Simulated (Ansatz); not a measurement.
The relaxed structure here is a generated cell of AlOs: the first start was made by placing the elements on the sites of a structure type, and the end was not matched to a known phase here, so it may be hypothetical.

One starting cell of AlOs (a generated cell, AlOs placed in the AFLOW prototype AB_tP8_136_g_f (as in BeO)) was relaxed twice with Ansatz (plane waves, PAW, scalar-relativistic): with PBEsol at 420 eV and with PBE at 420 eV. The PBEsol result:

```cif
data_Al4Os4
_chemical_formula_sum 'Os4 Al4'
_space_group_name_H-M_alt 'P 1'
_space_group_IT_number 1
_cell_length_a 4.96841
_cell_length_b 4.96841
_cell_length_c 4.97830
_cell_angle_alpha 90.000
_cell_angle_beta 90.000
_cell_angle_gamma 90.000
loop_
_space_group_symop_operation_xyz
  'x, y, z'
loop_
_atom_site_label
_atom_site_type_symbol
_atom_site_fract_x
_atom_site_fract_y
_atom_site_fract_z
_atom_site_occupancy
Os1 Os 0.30693 0.69307 0.00000 1
Os2 Os 0.80693 0.80693 0.50000 1
Os3 Os 0.19307 0.19307 0.50000 1
Os4 Os 0.69307 0.30693 0.00000 1
Al1 Al 0.19594 0.19594 0.00000 1
Al2 Al 0.69594 0.30406 0.50000 1
Al3 Al 0.30406 0.69594 0.50000 1
Al4 Al 0.80406 0.80406 0.00000 1
```

```csv
quantity,PBEsol,PBE
space group,P4₂/mnm,P4₂/mnm
volume (Å³/atom),15.36,?
a (Å),4.968,?
c (Å),4.978,?
"gap (eV, no spin-orbit coupling)",0.00,?
```

**Question.** What does PBE give for the same quantities?

**Answer.** 
- volume (Å³/atom), PBE: 15.81
- a (Å), PBE: 5.015
- c (Å), PBE: 5.028
- gap (eV, no spin-orbit coupling), PBE: 0.00

Both levels end in the same structure; PBE's volume is 2.9 % larger. Neither column is exact.

No spin polarisation in the result. A magnetic state may lie lower.

The run could not lose the symmetry of its start: the end is stationary, and may be a saddle point rather than a minimum.

Ansatz is a program for electronic structure.
